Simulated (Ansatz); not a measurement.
Hf (sc type), DFT, LDA, all-electron LAPW, scalar-relativistic (Ansatz 0.2.0), on 1 thread of Arm Neoverse V1 (shared host).

Command: `ansatz run input.yaml --threads 1 --pin off --max-ram 2048MiB --backend cpu --events-out ev --progress --plain --runs-dir out`

```yaml
crystal:
  lattice:
    - [2.4831543384, 0.0, 0.0]
    - [0.0, 2.4831543384, 0.0]
    - [0.0, 0.0, 2.4831543384]
  atoms:
    - { symbol: Hf, position: [0.0, 0.0, 0.0] }
kpoints:
  mp_grid: { grid: [15, 15, 15] }
scf:
  occupations: { method: fermi_dirac, width: 0.1 }
hamiltonian:
  xc: lda
  pseudopotentials: { kind: all_electron, lapw: { basis_error: 0.001 } }
output:
  forces: true
  stress: true
  eigenvalues: true
  populations: true
```

Task: How large is the problem that the program sets up?

Result: 120 irreducible k-points, 251 plane waves at Γ, 27 bands.

Task: About how long does it take?

Result: 19 s of wall time for 6 SCF iterations. Times on shared machines scatter by tens of per cent.
